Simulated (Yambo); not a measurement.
G0W0@PBEsol for BaPdS2 (space group Cmcm, No. 63) in Yambo. Reference settings: 2×2×2 Γ-centred k mesh, bands 9 to 304 and a 7 Ry block in the screening, 304 bands in G with the Bruneval-Gonze terminator, plasmon pole fitted at 27.2 eV. The PBEsol gap Γ → Γ on this mesh is 0.25 eV; G0W0 gaps are taken between the same points.

The settings were changed. The gap went from 0.79 eV to 0.82 eV, and the shift of the valence edge from -0.19 eV to -0.07 eV.

Which change was made?
A) 3 Ry block
B) no terminator
C) 198 bands in G
D) 145 bands in W

D, 145 bands in W. The others gave (gap, valence shift): 198 bands in G: 0.79, -0.17 eV; 3 Ry block: 0.86, -0.17 eV; no terminator: 0.73, 0.03 eV.

Spin-orbit coupling is not included.

Geometry of the Materials Project entry, not relaxed at this level; primitive cell a = 6.3884 Å, b = 6.3884 Å, c = 5.6590 Å, α = 90.00°, β = 90.00°, γ = 115.33°.

The structure is a Materials Project entry; no match was found in the copy of COD used, and its stability was not checked.

A shift is the quasiparticle energy of the state minus its PBEsol energy.
